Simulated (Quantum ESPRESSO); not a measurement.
# Al2GaInP4: convergence and cost over cutoff and k mesh

A calculation, not a measurement. The program is pw.x of Quantum ESPRESSO 7.5 (plane-wave density functional theory). The cell is made up: 8 atoms on a zincblende/diamond lattice, with randomly drawn elements, strain and displacements, not relaxed. PseudoDojo standard norm-conserving files (v0.5 for PBE, v0.4.1 for LDA and PBEsol) set the functional; there is no spin polarisation, spin-orbit coupling or dispersion term, and the masses in the input are unused placeholders.

Input of the run in row 2:

```
&control calculation='scf', pseudo_dir='./dojo.nc.sr.pbe.v0_5.standard.upf', outdir='./o', disk_io='medium', tprnfor=.true., tstress=.true. /
&system ibrav=0, nat=8, ntyp=4, nbnd=32, ecutwfc=79.96652505, nosym=.true., tot_charge=0,
 occupations='smearing', smearing='fd', degauss=0.0018374661
/
&electrons conv_thr=7.350e-09, electron_maxstep=60, /
ATOMIC_SPECIES
Al 1.0 Al.upf
Ga 1.0 Ga.upf
In 1.0 In.upf
P 1.0 P.upf
CELL_PARAMETERS angstrom
5.65 0.0972 0.0326
0.0972 5.7284 0.0324
0.0326 0.0324 5.6237
ATOMIC_POSITIONS angstrom
Al 0.0713 0.0448 0.0198
Al 0.0734 2.8884 2.8884
Ga 2.8523 0.0592 2.9553
In 2.8624 2.8598 0.0556
P 1.4445 1.4268 1.4488
P 1.5081 4.381 4.2419
P 4.3064 1.5689 4.2707
P 4.4189 4.4153 1.4709
K_POINTS automatic
4 4 4 1 1 1
```

The same cell was run at these settings. Meshes are shifted by half a step, and differences are from the last row, which is itself not exact.

```
cutoff (eV)     k mesh  k points solved  threshold (eV)  free energy less the last row's (eV)  pressure (GPa)  largest stress difference (GPa)  largest force difference (eV/Å)  iterations  wall time (s)  k-point pools              processor
        762  2 x 2 x 2                4           1e-04                                 2.140          -14.87                            13.73                            0.039           7             41              1  AMD EPYC, Zen 5 class
       1088  4 x 4 x 4               32           1e-07                                 0.006           -1.21                             0.01                            0.001          10            426              1  AMD EPYC, Zen 5 class
       1377  6 x 6 x 6              108           1e-07                                 0.000           -1.21                             0.00                            0.000          10           1795              1  AMD EPYC, Zen 5 class
```

Each pool is one process. Wall times include start-up and a band step at six k points, which weighs most on the coarsest meshes. The runs were on shared virtual cores whose load varied, so times are rough.